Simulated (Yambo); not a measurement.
Yambo run on LiBH4 (space group P6_3mc, No. 186). The wavefunctions come from this Quantum ESPRESSO step (LDA, PseudoDojo standard norm-conserving files, scalar-relativistic):

```
&CONTROL
  calculation = 'nscf'
  pseudo_dir = './pseudo'
  outdir = './out'
/
&SYSTEM
  ibrav = 0
  nat = 12
  ntyp = 3
  ecutwfc = 76.0
  ecutrho = 304.0
  occupations = 'fixed'
  force_symmorphic = .true.
  nbnd = 180
/
&ELECTRONS
  conv_thr = 1.2000000000000002e-08
  diago_full_acc = .true.
  diago_thr_init = 1e-08
/
ATOMIC_SPECIES
H 1.0080 H.upf
Li 6.9400 Li.upf
B 10.8100 B.upf
CELL_PARAMETERS angstrom
  4.179999919000   0.000000000000   0.000000000000
 -2.089999959000   3.619986117000   0.000000000000
  0.000000000000   0.000000000000   6.709920000000
ATOMIC_POSITIONS crystal
H   0.333333333000   0.666666667000   0.376310000000
H   0.666666667000   0.333333333000   0.876310000000
H   0.174674500000   0.349349000000   0.618330000000
H   0.825325500000   0.174674500000   0.118330000000
H   0.650651000000   0.825325500000   0.618330000000
H   0.825325500000   0.650651000000   0.118330000000
H   0.174674500000   0.825325500000   0.618330000000
H   0.349349000000   0.174674500000   0.118330000000
Li   0.333333333000   0.666666667000   0.005880000000
Li   0.666666667000   0.333333333000   0.505880000000
B   0.333333333000   0.666666667000   0.557790000000
B   0.666666667000   0.333333333000   0.057790000000
K_POINTS automatic
3 3 2 0 0 0
```

Yambo input:

```
rim_cut
gw0
dyson
el_el_corr
HF_and_locXC
ppa
em1d
RandQpts= 1000000
RandGvec= 1 Ry
EXXRLvcs= 76 Ry
VXCRLvcs= 304 Ry
Chimod= "HARTREE"
% BndsRnXp
 3 | 179 |
%
NGsBlkXp= 8 Ry
% LongDrXp
 1.0 | 1.0 | 1.0 |
%
PPAPntXp= 27.2114 eV
% GbndRnge
 1 | 179 |
%
GTermKind= "BG"
DysSolver= "n"
ExtendOut
% QPkrange
 1 | 1 | 10 | 11 |
 5 | 5 | 10 | 11 |
%
```

k points by index: 1 = Γ, 5 = K.

Resulting energies as the program prints them:

```
#    K-point    Band    Eo [eV]    E [eV]    E-Eo [eV]    Vxc [eV]    Vnlxc [eV]    Sc|Eo [eV]    Sc|E [eV]    dSc/dw|Eo [eV]    Re(Z)    Im(Z)
#
    1    10    0.000000    -1.826799    -1.826799    -12.61025    -16.68840    1.812779    2.251347    -6.532292    0.806412    -0.001413
    1    11    6.818335    7.921634    1.103299    -8.895663    -4.219194    -3.360394    -3.573170    -5.247193    0.838340    -0.001249
    5    10    -0.581292    -2.409228    -1.827936    -12.05741    -16.13090    1.809226    2.245557    -6.494917    0.807306    -0.001439
    5    11    6.381585    7.459080    1.077495    -7.046027    -2.751692    -3.037180    -3.216840    -4.536655    0.857103    -0.001156
```
(The two width columns are left out.) Convergence of these settings isn't established.

Geometry of the Materials Project entry, not relaxed at this level.

The structure is a Materials Project entry; no match was found in the copy of COD used, and its stability was not checked.
